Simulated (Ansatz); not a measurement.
A relaxed cell of TiAlC4N4 is given with its symmetry left out. The cell was found from a structure generator's guess, not taken from experiment.

These are results of DFT PBE, scalar-relativistic, plane waves, PAW (Ansatz), not measurements. Cutoff 420 eV, Γ-centred mesh, Gaussian smearing, collinear spin.

```cif
data_structure
_symmetry_space_group_name_H-M 'P 1'
_symmetry_Int_Tables_number 1
_cell_length_a 7.3800
_cell_length_b 7.3800
_cell_length_c 3.3250
_cell_angle_alpha 90.000
_cell_angle_beta 90.000
_cell_angle_gamma 90.000
_cell_volume 181.10
loop_
_atom_site_label
_atom_site_type_symbol
_atom_site_fract_x
_atom_site_fract_y
_atom_site_fract_z
_atom_site_occupancy
Ti1 Ti 0.00000 0.00000 0.00000 1
Al1 Al 0.50000 0.50000 0.00000 1
C1 C 0.20720 0.79280 0.00000 1
C2 C 0.79280 0.20720 0.00000 1
C3 C 0.20720 0.20720 0.00000 1
C4 C 0.79280 0.79280 0.00000 1
N1 N 0.31987 0.68013 0.00000 1
N2 N 0.68013 0.31987 0.00000 1
N3 N 0.31987 0.31987 0.00000 1
N4 N 0.68013 0.68013 0.00000 1
```

Formation energies are uncorrected and refer to the elements' standard structures at the same level (N₂ as a molecule).

Question: Find its symmetry and describe it.

Answer: P4/mmm (No. 123). Conventional cell: a = 7.380 Å, c = 3.325 Å. Ti has 4 C at 2.16 Å; Al has 4 N at 1.88 Å; C is surrounded by 1 N at 1.18 Å and 1 Ti at 2.16 Å; N has 1 C at 1.18 Å and 1 Al at 1.88 Å.

Question: How far does it lie from the elements in energy?

Answer: +0.22 eV/atom. It can't be a ground state, since the elements alone are lower.

Question: Is it a metal?

Answer: Yes, bands cross the Fermi level on the 6×6×12 mesh.

Question: Which magnetic moments does it keep?

Answer: 0.21 μB per atom net, the space between the atoms included; by site: Ti 1.0 μB.

Question: From what recipe could a structure generator have reached it?

Answer: One such recipe: stacked square cyanide-bridged sheets (P4/mmm, No. 123). Other recipes can lead to the same cell.

The last run used collinear spin, a 6×6×12 mesh (in the run's order of axes) for its 10-atom cell and Gaussian smearing of 0.10 eV. In such compounds of Ti a zero gap at this level may well be an artefact, since no Hubbard U is applied. The reference form of C is held partly by dispersion forces, which this level lacks. The magnetic state reached may not be the lowest. A structure relaxed within its symmetry needn't be a true minimum.
